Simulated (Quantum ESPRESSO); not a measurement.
## Al2SiN2O2 (one run as intended and one with a planted mistake)

Simulated, not a measurement. The program is pw.x of Quantum ESPRESSO 7.5 (plane-wave density functional theory). The cell is made up: 7 atoms on a wurtzite lattice with one site empty, with randomly drawn elements, strain and displacements, not relaxed. PseudoDojo standard norm-conserving files (v0.5 for PBE, v0.4.1 for LDA and PBEsol) set the functional; there is no spin polarisation, spin-orbit coupling or dispersion term, and the masses in the input are unused placeholders.

Intended input:

```
&control calculation='scf', pseudo_dir='./dojo.nc.sr.pbe.v0_5.standard.upf', outdir='./o', disk_io='low', tprnfor=.true., tstress=.true. /
&system ibrav=0, nat=7, ntyp=4, nbnd=22, ecutwfc=84.00895049, nosym=.true., tot_charge=0,
 occupations='smearing', smearing='fd', degauss=0.0018374661
/
&electrons conv_thr=7.350e-09, electron_maxstep=60, /
ATOMIC_SPECIES
Al 1.0 Al.upf
N 1.0 N.upf
O 1.0 O.upf
Si 1.0 Si.upf
CELL_PARAMETERS angstrom
3.0884 0.0386 0.0118
0.0668 5.1858 0.0102
0.0192 0.0096 4.9791
ATOMIC_POSITIONS angstrom
Al -0.0828 0.005 -0.1664
Al 1.6583 2.5526 -0.0667
Si 1.6222 0.8767 2.3533
N 0.0292 -0.0153 1.8441
O 1.6385 2.6881 1.7542
N 1.6067 0.8969 4.2475
O 0.0591 3.4904 4.3106
K_POINTS automatic
6 4 4 1 1 1
```

The log is shortened where brackets say so; the opening notice, blank lines, dates and the lines on written files are dropped, and the path of the files is cut. It prints rydbergs, bohrs and kilobars, and counts compression as positive stress. Where no state is partly filled, the Fermi energy that it prints is only some level between the filled and the empty states on the mesh, and need not lie in the true gap.

Log of the intended run:

```
     Program PWSCF v.7.5
     Parallel version (MPI & OpenMP), running on       4 processor cores
     Number of MPI processes:                 4
     Threads/MPI process:                     1
     [start-up lines left out]
     bravais-lattice index     =            0
     lattice parameter (alat)  =       5.8367  a.u.
     unit-cell volume          =     538.0453 (a.u.)^3
     number of atoms/cell      =            7
     number of atomic types    =            4
     number of electrons       =        32.00
     number of Kohn-Sham states=           22
     kinetic-energy cutoff     =      84.0090  Ry
     charge density cutoff     =     336.0358  Ry
     scf convergence threshold =      7.3E-09
     mixing beta               =       0.7000
     number of iterations used =            8  plain     mixing
     Exchange-correlation= PBE
                           (   1   4   3   4   0   0   0)
     [axes and pseudopotential details left out]
   Cartesian axes
     site n.     atom                  positions (alat units)
         1        Al     tau(   1) = (  -0.0268077   0.0016188  -0.0538744  )
         2        Al     tau(   2) = (   0.5368988   0.8264415  -0.0215951  )
         3        Si     tau(   3) = (   0.5252109   0.2838444   0.7619152  )
         4        N      tau(   4) = (   0.0094539  -0.0049536   0.5970543  )
         5        O      tau(   5) = (   0.5304883   0.8703116   0.5679479  )
         6        N      tau(   6) = (   0.5201926   0.2903845   1.3751902  )
         7        O      tau(   7) = (   0.0191345   1.1300680   1.3956197  )
     number of k points=    48  Fermi-Dirac smearing, width (Ry)=  0.0018
                       cart. coord. in units 2pi/alat
        k(    1) = (   0.0821305   0.0732405   0.0770828), wk =   0.0416667
        k(    2) = (   0.0815417   0.0729430   0.2321671), wk =   0.0416667
     [further k points left out]
     Dense  grid:    55945 G-vectors     FFT dimensions: (  36,  60,  60)
     Estimated max dynamical RAM per process >      93.46 MB
     Estimated total dynamical RAM >     332.88 MB
     Initial potential from superposition of free atoms
     starting charge      31.9945, renormalised to      32.0000
     Starting wfcs are   28 randomized atomic wfcs
     total cpu time spent up to now is        2.2 secs
     per-process dynamical memory:    70.2 Mb
     Self-consistent Calculation
     iteration #  1     ecut=    84.01 Ry     beta= 0.70
     Davidson diagonalization with overlap
     ethr =  1.00E-02,  avg # of iterations =  3.0
     total cpu time spent up to now is        4.8 secs
     total energy              =    -125.06567719 Ry
     estimated scf accuracy    <       1.89371431 Ry
     iteration #  2     ecut=    84.01 Ry     beta= 0.70
     Davidson diagonalization with overlap
     ethr =  5.92E-03,  avg # of iterations =  2.0
     total cpu time spent up to now is        7.1 secs
     total energy              =    -125.54164900 Ry
     estimated scf accuracy    <       1.86426998 Ry
     [iterations 3 to 9 left out]
     iteration # 10     ecut=    84.01 Ry     beta= 0.70
     Davidson diagonalization with overlap
     ethr =  5.62E-09,  avg # of iterations =  2.0
     total cpu time spent up to now is       25.2 secs
     total energy              =    -125.89314862 Ry
     estimated scf accuracy    <       0.00000045 Ry
     iteration # 11     ecut=    84.01 Ry     beta= 0.70
     Davidson diagonalization with overlap
     ethr =  1.40E-09,  avg # of iterations =  2.0
     total cpu time spent up to now is       27.3 secs
     End of self-consistent calculation
     [lines on levels left out]
     the Fermi energy is     8.2506 ev
!    total energy              =    -125.89314872 Ry
     estimated scf accuracy    <          4.4E-09 Ry
     smearing contrib. (-TS)   =       0.00000000 Ry
     internal energy E=F+TS    =    -125.89314872 Ry
     The total energy is F=E-TS. E is the sum of the following terms:
     one-electron contribution =     -25.02630542 Ry
     hartree contribution      =      32.00850804 Ry
     xc contribution           =     -36.68329289 Ry
     ewald contribution        =     -96.19205845 Ry
     convergence has been achieved in  11 iterations
     Forces acting on atoms (cartesian axes, Ry/au):
     atom    1 type  1   force =     0.10996620   -0.07502400    0.06980768
     atom    2 type  1   force =    -0.02647136    0.12868655    0.04539838
     atom    3 type  4   force =    -0.02741874    0.06393745   -0.03667556
     atom    4 type  2   force =     0.02239449    0.10548873   -0.02025845
     atom    5 type  3   force =    -0.00423023   -0.17522318   -0.01232568
     atom    6 type  2   force =    -0.09013518   -0.00609395   -0.09906423
     atom    7 type  3   force =     0.01589482   -0.04177160    0.05311787
     Total force =     0.337355     Total SCF correction =     0.000103
     Computing stress (Cartesian axis) and pressure
          total   stress  (Ry/bohr**3)                   (kbar)     P=      -99.63
  -0.00059687  -0.00043209   0.00002666          -87.80      -63.56        3.92
  -0.00043209  -0.00036699   0.00027875          -63.56      -53.99       41.01
   0.00002666   0.00027875  -0.00106795            3.92       41.01     -157.10
     init_run     :      2.02s CPU      2.08s WALL (       1 calls)
     electrons    :     24.91s CPU     25.11s WALL (       1 calls)
     forces       :      0.40s CPU      0.41s WALL (       1 calls)
     stress       :      1.54s CPU      1.55s WALL (       1 calls)
     [timing details left out]
     PWSCF        :     29.01s CPU     29.31s WALL
     JOB DONE.
```

A second run has one planted mistake: the self-consistency threshold is too loose. The input lines that differ, file-writing options aside:

```
- &electrons conv_thr=7.350e-09, electron_maxstep=60, /
+ &electrons conv_thr=2.205e-02, electron_maxstep=60, /
```

Its log:

```
     Program PWSCF v.7.5
     Parallel version (MPI & OpenMP), running on       4 processor cores
     Number of MPI processes:                 4
     Threads/MPI process:                     1
     [start-up lines left out]
     bravais-lattice index     =            0
     lattice parameter (alat)  =       5.8367  a.u.
     unit-cell volume          =     538.0453 (a.u.)^3
     number of atoms/cell      =            7
     number of atomic types    =            4
     number of electrons       =        32.00
     number of Kohn-Sham states=           22
     kinetic-energy cutoff     =      84.0090  Ry
     charge density cutoff     =     336.0358  Ry
     scf convergence threshold =      2.2E-02
     mixing beta               =       0.7000
     number of iterations used =            8  plain     mixing
     Exchange-correlation= PBE
                           (   1   4   3   4   0   0   0)
     [axes and pseudopotential details left out]
   Cartesian axes
     site n.     atom                  positions (alat units)
         1        Al     tau(   1) = (  -0.0268077   0.0016188  -0.0538744  )
         2        Al     tau(   2) = (   0.5368988   0.8264415  -0.0215951  )
         3        Si     tau(   3) = (   0.5252109   0.2838444   0.7619152  )
         4        N      tau(   4) = (   0.0094539  -0.0049536   0.5970543  )
         5        O      tau(   5) = (   0.5304883   0.8703116   0.5679479  )
         6        N      tau(   6) = (   0.5201926   0.2903845   1.3751902  )
         7        O      tau(   7) = (   0.0191345   1.1300680   1.3956197  )
     number of k points=    48  Fermi-Dirac smearing, width (Ry)=  0.0018
                       cart. coord. in units 2pi/alat
        k(    1) = (   0.0821305   0.0732405   0.0770828), wk =   0.0416667
        k(    2) = (   0.0815417   0.0729430   0.2321671), wk =   0.0416667
     [further k points left out]
     Dense  grid:    55945 G-vectors     FFT dimensions: (  36,  60,  60)
     Estimated max dynamical RAM per process >      93.46 MB
     Estimated total dynamical RAM >     332.88 MB
     Initial potential from superposition of free atoms
     starting charge      31.9945, renormalised to      32.0000
     Starting wfcs are   28 randomized atomic wfcs
     total cpu time spent up to now is        2.2 secs
     per-process dynamical memory:    70.2 Mb
     Self-consistent Calculation
     iteration #  1     ecut=    84.01 Ry     beta= 0.70
     Davidson diagonalization with overlap
     ethr =  1.00E-02,  avg # of iterations =  3.0
     total cpu time spent up to now is        4.7 secs
     total energy              =    -125.06567719 Ry
     estimated scf accuracy    <       1.89371431 Ry
     iteration #  2     ecut=    84.01 Ry     beta= 0.70
     Davidson diagonalization with overlap
     ethr =  5.92E-03,  avg # of iterations =  2.0
     total cpu time spent up to now is        7.0 secs
     total energy              =    -125.54164900 Ry
     estimated scf accuracy    <       1.86426998 Ry
     iteration #  3     ecut=    84.01 Ry     beta= 0.70
     Davidson diagonalization with overlap
     ethr =  5.83E-03,  avg # of iterations =  2.0
     total cpu time spent up to now is        9.0 secs
     total energy              =    -125.86788003 Ry
     estimated scf accuracy    <       0.07623620 Ry
     iteration #  4     ecut=    84.01 Ry     beta= 0.70
     Davidson diagonalization with overlap
     ethr =  2.38E-04,  avg # of iterations =  4.4
     total cpu time spent up to now is       11.6 secs
     End of self-consistent calculation
     [lines on levels left out]
     the Fermi energy is     8.1813 ev
!    total energy              =    -125.89026222 Ry
     estimated scf accuracy    <       0.00733985 Ry
     smearing contrib. (-TS)   =       0.00000000 Ry
     internal energy E=F+TS    =    -125.89026222 Ry
     The total energy is F=E-TS. E is the sum of the following terms:
     one-electron contribution =     -25.00169713 Ry
     hartree contribution      =      31.98409800 Ry
     xc contribution           =     -36.68060463 Ry
     ewald contribution        =     -96.19205845 Ry
     convergence has been achieved in   4 iterations
     Forces acting on atoms (cartesian axes, Ry/au):
     atom    1 type  1   force =     0.10827621   -0.07524994    0.06922993
     atom    2 type  1   force =    -0.02607979    0.12508241    0.04154074
     atom    3 type  4   force =    -0.02675665    0.06227591   -0.04013364
     atom    4 type  2   force =     0.02131821    0.09282740   -0.01979096
     atom    5 type  3   force =    -0.00443023   -0.16212739   -0.00845621
     atom    6 type  2   force =    -0.08728081   -0.00573241   -0.09758233
     atom    7 type  3   force =     0.01495306   -0.03707597    0.05519246
     Total force =     0.322634     Total SCF correction =     0.068841
     SCF correction compared to forces is large: reduce conv_thr to get better values
     Computing stress (Cartesian axis) and pressure
          total   stress  (Ry/bohr**3)                   (kbar)     P=     -114.85
  -0.00076592  -0.00041817   0.00002330         -112.67      -61.51        3.43
  -0.00041817  -0.00042487   0.00023772          -61.51      -62.50       34.97
   0.00002330   0.00023772  -0.00115137            3.43       34.97     -169.37
     init_run     :      2.04s CPU      2.11s WALL (       1 calls)
     electrons    :      9.25s CPU      9.35s WALL (       1 calls)
     forces       :      0.44s CPU      0.45s WALL (       1 calls)
     stress       :      1.51s CPU      1.51s WALL (       1 calls)
     [timing details left out]
     PWSCF        :     13.35s CPU     13.56s WALL
     JOB DONE.
```

|  | intended run | run with the mistake |
| --- | --- | --- |
| free energy (eV) | -1712.864 | -1712.824 |
| smearing term -TS (eV) | 0.0000 | 0.0000 |
| pressure (GPa) | -9.96 | -11.48 |
| largest force component (eV/Å) | 4.505 | 4.168 |
| largest change of a force component (eV/Å) |  | 0.337 |
| iterations | 11 | 4 |

For scale, a rerun of the intended cell at 1437 eV and a 8 x 6 x 6 mesh moved values by no more than 0.002 eV in energy, 0.02 GPa in stress and 0.003 eV/Å in force.